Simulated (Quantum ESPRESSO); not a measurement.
Parts of the isotropic shielding in NaI, by PBE GIPAW on JTH datasets (Quantum ESPRESSO, modified build), 30 Ha, k-mesh 5×5×5 shifted:

```
CELL_PARAMETERS angstrom
      0.00000     3.23640     3.23640
      3.23640     0.00000     3.23640
      3.23640     3.23640     0.00000
ATOMIC_POSITIONS crystal
  Na 0.00000 0.00000 0.00000
  I  0.50000 0.50000 0.50000
```
The cell was made here from an entry of the Crystallography Open Database (unchecked): atoms relaxed with PBE in the measured cell (PBE without dispersion, pw.x of Quantum ESPRESSO, symmetry kept).  Stability against distortions was not tested.

The core term is that of the free atom's frozen core; the paramagnetic column sums the reconstruction terms. Shieldings are absolute and leave out the bulk-susceptibility term; a larger σ means a smaller chemical shift. In our sweeps, cutoffs and meshes of this size left a few ppm, and up to some 20 ppm on atoms from Zn on. Spin–orbit coupling is left out; its weight grows with the heaviest atom, I here. No d partial waves on Na, I: the paramagnetic term there is incompletely reconstructed.

| site | core | bare (smooth current) | diamagnetic correction | paramagnetic corrections | σ_iso (ppm) |
|---|---|---|---|---|---|
| Na (atom 1) | 377.3 | 81.7 | 154.7 | (withheld) | (withheld) |
| I (atom 2) | 5697.1 | 61.7 | -7.1 | (withheld) | (withheld) |

Q: Complete the blanks.

A: 
- Na (atom 1), paramagnetic corrections: -68.9
- Na (atom 1), σ_iso (ppm): 544.9
- I (atom 2), paramagnetic corrections: -949.0
- I (atom 2), σ_iso (ppm): 4802.6
